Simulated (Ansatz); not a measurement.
Ansatz (an electronic-structure program) input:

Ansatz 0.2 input:
```yaml
crystal:
  lattice:
    - [0.0, 2.6024464266, 2.6024464266]
    - [2.6024464266, 0.0, 2.6024464266]
    - [2.6024464266, 2.6024464266, 0.0]
  atoms:
    - { symbol: Mg, position: [0.0, 0.0, 0.0] }
    - { symbol: S, position: [0.5, 0.5, 0.5] }
kpoints:
  mp_grid: { grid: [7, 7, 7] }
hamiltonian:
  xc: hse06
  pseudopotentials: { azcp: { folder: ./paw }, kind: paw }
scf:
  n_extra_bands: 6
  occupations: { method: fixed }
output:
  eigenvalues: true
  eigenstates:
    e_range: [-9.0, 13.2]
    kpoints:
      - [0.0, 0.0, 0.0]  # VBM
      - [0.0, 0.5, 0.5]  # CBM
      - [0.0, 0.0, 0.0]  # GAMMA
      - [0.5, 0.0, 0.5]  # X
      - [0.5, 0.5, 0.5]  # L
      - [0.5, 0.25, 0.75]  # W
      - [0.375, 0.375, 0.75]  # K
      - [0.625, 0.25, 0.625]  # U
```

Output (shortened):

```
Pseudopotential: Mg, paw, valence charge 10
Pseudopotential: S, paw, valence charge 6
Functional definition: HSE06
davidson cushion auto → on  (no smearing: the cushion is to keep the highest requested band from converging to the state above it …
Crystal: 2 atoms, lattice volume = 35.251 Å³
Basis set: ecut = 420 eV, 701 PW (Γ)
Bands: 14, of which v1, the nominal top of the filled ones, is band 8 counted from 1 (7 counted from 0)
Symmetry: 48 space group operations
Space group: Fm-3m (ITA 225), of the structure as read, at distance tolerance 3.3e-5 Å
k-points: 20 of 343
SCF iter   1: F=—  HF=-2828.723066 eV  |F-HF|=—  |Δ(HF+E_count)|=         —  Δρ=3.53e-2  dr2=2.94e-1  ethr=1.00e-1  ⟨swp⟩=6.2  Hψ=1073  notcnv=0
preconditioner: auto → none
SCF iter   2: F=—  HF=-2828.717871 eV  |F-HF|=—  |Δ(HF+E_count)|=   5.19e-3  Δρ=1.44e-2  dr2=3.89e-2  ethr=1.84e-3  ⟨swp⟩=3.3  Hψ=731  notcnv=0
iter 3 solved again at ethr=2.34e-5 eV; its pass at ethr=2.43e-4 eV (dr2=3.75e-3 eV) is discarded
SCF iter   3: F=—  HF=-2828.740585 eV  |F-HF|=—  |Δ(HF+E_count)|=   2.27e-2  Δρ=3.65e-3  dr2=3.76e-3  ethr=2.34e-5  ⟨swp⟩=2.8  Hψ=1391  notcnv=0
SCF iter   4: F=-2828.742893 eV  HF=-2828.742880 eV  |F-HF|=1.30e-5  |Δ(HF+E_count)|=   2.29e-3  Δρ=5.82e-4  dr2=7.65e-5  ethr=2.34e-5  ⟨swp⟩=3.0  Hψ=804  notcnv=0
SCF 1 stopped early in 4 iterations: F = -2828.742893 eV  dr2 = 7.65e-5
Crystal: 2 atoms, lattice volume = 35.251 Å³
Exchange kernel: α = 0.2500, screened, ω = 0.2079 Å⁻¹, Wigner–Seitz truncation, v(0) = 1046.8335 eV·Å³, q-mesh 7×7×7, nearest image of the exchange supercell L …
Frozen-core exchange: fock
SCF iter   1: F=—  HF=-2829.767454 eV  |F-HF|=—  |Δ(HF+E_count)|=         —  Δρ=4.46e-3  dr2=3.49e-3  ethr=4.78e-6  ⟨swp⟩=6.3  Hψ=1344  notcnv=0
preconditioner: auto → none
SCF iter   2: F=—  HF=-2829.765539 eV  |F-HF|=—  |Δ(HF+E_count)|=   1.91e-3  Δρ=9.04e-4  dr2=4.47e-4  ethr=4.78e-6  ⟨swp⟩=3.0  Hψ=834  notcnv=0
SCF iter   3: F=—  HF=-2829.767669 eV  |F-HF|=—  |Δ(HF+E_count)|=   2.13e-3  Δρ=4.60e-4  dr2=6.68e-5  ethr=1.29e-6  ⟨swp⟩=3.1  Hψ=841  notcnv=0
SCF iter   4: F=—  HF=-2829.767646 eV  |F-HF|=—  |Δ(HF+E_count)|=   2.38e-5  Δρ=6.62e-5  dr2=2.37e-6  ethr=3.69e-7  ⟨swp⟩=3.0  Hψ=697  notcnv=0
SCF iter   5: F=-2829.767657 eV  HF=-2829.767657 eV  |F-HF|=1.31e-7  |Δ(HF+E_count)|=   1.13e-5  Δρ=2.66e-5  dr2=3.54e-7  ethr=5.80e-9  ⟨swp⟩=3.6  Hψ=900  notcnv=0  defer=1
SCF 2 stopped early in 5 iterations: F = -2829.767657 eV  dr2 = 3.54e-7
hybrid outer 1: dexx = +2.314e-3 eV, tail = 2.37e-5 eV
Crystal: 2 atoms, lattice volume = 35.251 Å³
Exchange kernel: α = 0.2500, screened, ω = 0.2079 Å⁻¹, Wigner–Seitz truncation, v(0) = 1046.8335 eV·Å³, q-mesh 7×7×7, nearest image of the exchange supercell L …
Frozen-core exchange: fock
SCF iter   1: F=—  HF=-2829.767604 eV  |F-HF|=—  |Δ(HF+E_count)|=         —  Δρ=2.83e-5  dr2=2.46e-7  ethr=7.42e-7  ⟨swp⟩=2.0  Hψ=641  notcnv=0
preconditioner: auto → none
iter 2 solved again at ethr=2.82e-11 eV; its pass at ethr=1.42e-9 eV (dr2=4.52e-9 eV) is discarded
SCF iter   2: F=-2829.767604 eV  HF=-2829.767604 eV  |F-HF|=6.20e-9  |Δ(HF+E_count)|=   1.23e-7  Δρ=6.26e-6  dr2=1.78e-8  ethr=2.82e-11  ⟨swp⟩=2.6  Hψ=1584  notcnv=0
SCF 3 converged in 2 iterations: F = -2829.767604 eV  dr2 = 1.78e-8
hybrid outer 2: dexx = +5.959e-8 eV, tail = 4.77e-8 eV, Δε = 1.99e-3 eV (about 2.00e-4 eV left of the loop's levels)
NSCF: frozen V_eff on 8 k-points
hybrid SCF converged: 2 outer / 7 inner (+4 warm-up), last move |dexx| = 5.96e-8 eV, tail = 4.77e-8 eV
Stability not checked (fock_operator)
Free energy (F): -2829.767604 eV
Frozen-core exchange: fock
Harris-Foulkes:  -2829.767604 eV  (|F-HF|=6.20e-9)
Internal energy: -2829.767604 eV  (E = F + TS)
E sigma→0 (E₀):  -2829.767604 eV
Fermi energy:    5.690447 eV
--- Per-component energies (eV) ---
  E_band       = -374.543783
  E_kinetic    = 178.295239
  E_local      = -1764.438956  (includes V_loc(G=0)·N_el)
  E_nonlocal   = 228.055701
  E_hartree    = 599.563481
  E_xc         = -94.781746
  E_vxc        = -96.155885  (∫ρ·V_xc dr)
  E_exx        = -62.982076  (= α·E_x^exact, valence–valence)
  E_paw        = -869.930266  (= ΣΔE_a)
  E_vpaw       = 6.538282  (= ΣTr[D̂ρ^β])
  E_aug_tail   = -0.000146  (compensation charges beyond the density's cutoff)
  E_ewald      = -1043.420604
  E_core_change = -0.128229  (= ΣΔE_core)
  E_smearing   =  0.000000  (= −TS)
  E_closure    =  0.000000  (closes the sum)
  Σ components = -2829.767604   (vs F -2829.767604, Δ=0.00e0)
  [band-id]    e_kinetic+e_local+e_nonlocal+2·e_hartree+e_vxc+2·e_exx+e_vpaw+e_augmentation_tail = -374.542955   (vs E_band -374.543783, Δ=8.27e-4)
--- Band table (eV; the first three rows and the last of 20) ---
  k-point 0: bands = ["-73.9348", "-38.8311", "-38.8311", "-38.8311", "-8.2636", "5.6904", "5.6904", "5.6904", "10.5092", "14.7804", "14.7804", "14.7804", "17.3305", "17.3305"]
  k-point 1: bands = ["-73.9347", "-38.8325", "-38.8312", "-38.8312", "-8.0478", "4.3331", "5.5508", "5.5508", "11.4634", "14.4513", "15.0809", "15.0809", "16.6258", "16.6258"]
  k-point 2: bands = ["-73.9345", "-38.8356", "-38.8315", "-38.8315", "-7.4876", "2.1548", "5.2706", "5.2706", "11.6495", "14.4776", "14.4776", "15.7755", "17.7537", "17.7537"]
  k-point 19: bands = ["-73.9342", "-38.8362", "-38.8357", "-38.8334", "-6.4120", "1.9965", "2.0937", "3.7032", "11.7160", "14.1419", "15.5829", "15.6748", "20.2067", "20.8612"]
```

Cost: about 50 core-seconds (a rough figure) on shared cores.

The points marked VBM and CBM come from a semilocal run.

Symmetry was held in the r²SCAN relaxation.

Potentials: the earlier of the program's two PAW sets.

Ansatz is a plane-wave DFT program.
